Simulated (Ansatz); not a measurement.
Starting cell, Be (hcp, Mg type):

```xyz
4
Lattice="4.5263 0.0000 0.0000 -1.1316 1.9599 0.0000 0.0000 0.0000 3.5631" Properties=species:S:1:pos:R:3 pbc="T T T"
Be     0.0000     1.3066     2.6723
Be     2.2631     1.3066     2.6723
Be     1.1316     0.6533     0.8908
Be     3.3947     0.6533     0.8908
```

A phonon eigenvector at M = (0.5, 0.0, 0.0) is frozen into this cell: atom i moves by Q times the vector below, so Q is the largest atomic displacement, in Å. The cell is held. (q is in reciprocal vectors of the primitive cell; the cell shown is doubled to hold the pattern.)

| atom | x | y | z |
|---|---|---|---|
| Be1 | 0.500 | -0.866 | 0.000 |
| Be2 | -0.500 | 0.866 | 0.000 |
| Be3 | -0.500 | 0.866 | 0.000 |
| Be4 | 0.500 | -0.866 | 0.000 |

The numbers are results of r2SCAN (plane waves to 500 eV, PAW, scalar-relativistic; Ansatz, a program for electronic structure), not measurements. k mesh 23×23×13 (Γ-centred), Fermi-Dirac smearing 0.05 eV. E stands for the smeared free energy. With partly filled bands, energies and forces of such displacements shift with the k mesh and the smearing. Be was relaxed with its symmetry unable to fall. The PAW data are Ansatz's earlier set. ΔE is measured from the undisplaced structure.

Question: What ΔE (meV/cell) does the calculation give at Q (Å) = -0.083, -0.067, -0.050, 0.017, 0.050?

Answer: 
```tsv
Q (Å)	ΔE (meV/cell)
-0.083	161
-0.067	103
-0.050	58
0.017	7
0.050	58
```

(A displaced cell: forces are minus the slopes of the energy, force constants its curvatures, and phonons follow from these.)
